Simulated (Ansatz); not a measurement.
# Response properties of Os (P6_3/mmc)

Conventional cell: a = 2.730 Å, b = 2.730 Å, c = 4.308 Å, α = 90.00°, β = 90.00°, γ = 120.00°. Os (atom 1) has 12 Os at 2.67 to 2.73 Å as nearest neighbours.

Ansatz runs use the cell relaxed by PAW under their functional.

Problem. What do its conduction electrons give? (PBEsol, all-electron LAPW in Ansatz 0.2.0, scalar-relativistic; a = 2.730, c = 4.308 Å; k mesh 14×14×8, fine mesh 24×24×12, Fermi-Dirac smearing of 0.100 eV, basis error target 1 meV/atom)

Solution. Fermi-surface sums: N(E_F) = 0.59 states/eV/atom, ħω_p (r.m.s. of x, y, z) = 8.7 eV, Fermi speed = 0.81×10⁶ m/s.

Problem. How stiff is it? (PBEsol, PAW on Ansatz 0.2.0's default frozen-core files (fitted under PBE), scalar-relativistic; a = 2.729, c = 4.308 Å; k mesh 20×20×12, strains of ±0.008, Fermi-Dirac smearing of 0.100 eV, cutoff 420 eV)

Solution. Elastic moduli (Hill averages, relaxed ions; θ_D from sound speeds over directions): B = 432 GPa, G = 285 GPa, C11 = 797 GPa, C33 = 894 GPa, C44 = 275 GPa, ν = 0.230, θ_D = 485 K.

Problem. How does it vibrate? (PBEsol, PAW on Ansatz 0.2.0's default frozen-core files (fitted under PBE), scalar-relativistic; a = 2.730, c = 4.307 Å; k mesh 14×14×8, Fermi-Dirac smearing of 0.080 eV, cutoff 420 eV; q mesh 2×2×2)

Solution. Harmonic phonons by finite displacements (negative means unstable): highest mode = 222 cm⁻¹, lowest at M = 113 cm⁻¹, lowest at A = 117 cm⁻¹, lowest at L = 131 cm⁻¹, lowest optical at Γ = 161 cm⁻¹, highest at Γ = 222 cm⁻¹.

Caveats: no spin-orbit coupling on heavy atoms; these sums move with the mesh, by several per cent and more for small sheets (Fermi surface); frozen-core PAW files fitted under PBE, their cores solved anew for the functional of the run (moduli, phonons); responses of metals move with mesh and smearing (moduli, phonons); elastic stability says nothing of phonons or of other phases (moduli).
